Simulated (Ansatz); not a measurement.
Polymorphs of LaC₂, each relaxed with r²SCAN (plane waves, PAW; program Ansatz):

A: Immm
a = 4.0188 Å, b = 4.8599 Å, c = 5.4327 Å, α = β = γ = 90.00°

```csv
atom,site,symmetry,x,y,z
La,2a,mmm,0.0000,0.0000,0.0000
C,4h,m2m,0.0000,0.1325,0.5000
```

B: MoSi2 or CaC2 type (I4/mmm)
a = b = 3.9536 Å, c = 6.5756 Å, α = β = γ = 90.00°

| atom | site | symmetry | x | y | z |
|---|---|---|---|---|---|
| La | 2a | 4/mmm | 0.0000 | 0.0000 | 0.0000 |
| C | 4e | 4mm | 0.0000 | 0.0000 | 0.4021 |

Question: Order them by energy per atom at 0 K (lowest first) at the level r²SCAN.

Answer: B (+0 meV/atom), A (+66 meV/atom)

Standing as an ambient phase not checked: A; B. All cells were relaxed under the symmetry of their starts (and spin orders); stability against distortions was not tested throughout. Spin–orbit coupling is left out wherever it is not named.

Energies hold the estimated change up to a 700 eV cutoff; steps of a few meV lie near the error of the meshes.

Potentials: the later of the program's two PAW sets.
